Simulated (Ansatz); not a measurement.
A generated cell, not matched to a known phase here, of Nb3Si: Pm-3n (No. 223), cP8, A15 (Cr3Si type); a = b = c = 5.061 Å, α = β = γ = 90.00°; Nb 6c (0.000, 0.500, 0.250); Si 2a (0.000, 0.000, 0.000). Method: PBEsol (plane waves to 420 eV, PAW, scalar-relativistic; Ansatz, a program for electronic structure). Element references, the lowest calculated here: Nb (Im-3m), Si (Fd-3m).

Estimate the formation energy of this Pm-3n form of Nb3Si from the elements that PBEsol returns for this input.

-0.42 eV/atom.

How does this cell stand against the other phases calculated?

It lies 0.07 eV/atom above their hull: Nb3Si → 1.33 Nb + 0.33 Nb5Si3 (Nb5Si3 I4/mcm, Nb Im-3m) releases that much. A lower structure of this composition may exist.

This is the hull of the energies calculated here, no anion corrections; phases that were not calculated are missing from it. Values are rounded to 0.01 eV/atom. Not shown to be the ambient phase of their composition (a lower form may be missing, and a cell relaxed within its start's symmetry can be a saddle point): Nb3Si (Pm-3n). The compounds carry no spin polarisation.
